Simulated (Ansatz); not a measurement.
YN (rock salt, Fm-3m), r²SCAN in the plane-wave PAW code Ansatz. The conduction-band minimum lies at X, with 3 equivalent valleys. Second derivatives d²E/dk² of the lowest band at one valley (eV·Å²), along Cartesian directions:

| direction | d²E/dk² |
|---|---|
| [100] | 6.027 |
| [010] | 51.66 |
| [001] | 51.66 |
| [110] | 28.88 |
| [101] | 28.88 |
| [011] | 51.62 |

Problem. Find the principal effective masses, the density-of-states mass and the conductivity mass.

Solution. Off-diagonal terms follow from H_xy = H[110] − (H_xx + H_yy)/2, and m*/mₑ = 7.620 eV·Å² over each eigenvalue: 0.15, 0.15, 1.3. One valley's DOS mass (m₁m₂m₃)^(1/3) = 0.30, conductivity mass 3/(Σ 1/mᵢ) = 0.21 mₑ.

Problem. What effective density of states Nc follows at 300 K for parabolic valleys?

Solution. Nc = 2.509e19 × 3 × (0.30)^(3/2) ≈ 1.2e19 cm⁻³.

Symmetry was held in the r²SCAN relaxation. No spin polarisation was allowed. Spin–orbit coupling is left out wherever it is not named.

Potentials: the later of the program's two PAW sets.

Edges and masses are those of Kohn–Sham bands, whose gap is no quasiparticle gap.
